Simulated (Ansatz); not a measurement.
This HfF5 structure is the end of a relaxation. The cell was found from a structure generator's guess, not taken from experiment.

All numbers below come from DFT PBE, scalar-relativistic, plane waves, PAW (Ansatz 0.2.0). Cutoff 420 eV, Γ-centred mesh, Gaussian smearing, no spin polarisation.

```cif
data_structure
_symmetry_space_group_name_H-M 'P 1'
_symmetry_Int_Tables_number 1
_cell_length_a 4.2761
_cell_length_b 4.2761
_cell_length_c 5.1263
_cell_angle_alpha 90.000
_cell_angle_beta 90.000
_cell_angle_gamma 120.000
_cell_volume 81.18
loop_
_atom_site_label
_atom_site_type_symbol
_atom_site_fract_x
_atom_site_fract_y
_atom_site_fract_z
_atom_site_occupancy
Hf1 Hf 0.00000 0.00000 0.00000 1
F1 F 0.33333 0.66667 0.50000 1
F2 F 0.66667 0.33333 0.50000 1
F3 F 0.50000 0.00000 0.00000 1
F4 F 0.00000 0.50000 0.00000 1
F5 F 0.50000 0.50000 0.00000 1
```

Energies over the elements count from the elements' standard structures at the same level (F₂ as a molecule), with no fitted energy shifts.

(1) Find its symmetry and describe it.

(2) What is its formation energy per atom?

(3) Is it a metal?

## Answers

(1) P6/mmm (No. 191). Conventional cell: a = 4.276 Å, c = 5.126 Å. Around Hf lie 6 F at 2.14 Å; F on a site of symmetry -6m2 has 3 F at 2.47 Å and 6 F at 2.84 Å (long contacts); F on a site of symmetry mmm is surrounded by 2 Hf at 2.14 Å, 4 F at 2.14 Å and 4 F at 2.84 Å.

(2) −1.84 eV/atom.

(3) Yes, bands cross the Fermi level on the 12×12×8 mesh.

The last run used a 12×12×8 mesh (in the run's order of axes) for its 6-atom cell and Gaussian smearing of 0.10 eV. No dispersion correction is applied, so the spacing and binding between layers, chains or molecules are poorly described. Spin–orbit coupling, which can matter for Hf, is left out. An odd number of electrons in the primitive cell allows no gap without spin; a larger cell or a magnetic state could open one. The cell is a metal run without spin; a magnetic state may lie lower. Symmetry constrained the relaxation, so the result can be a saddle point. Another cell of HfF5 relaxed alike, in Cmmm, lies 1.02 eV/atom lower, so this cell isn't the stable form at this level.
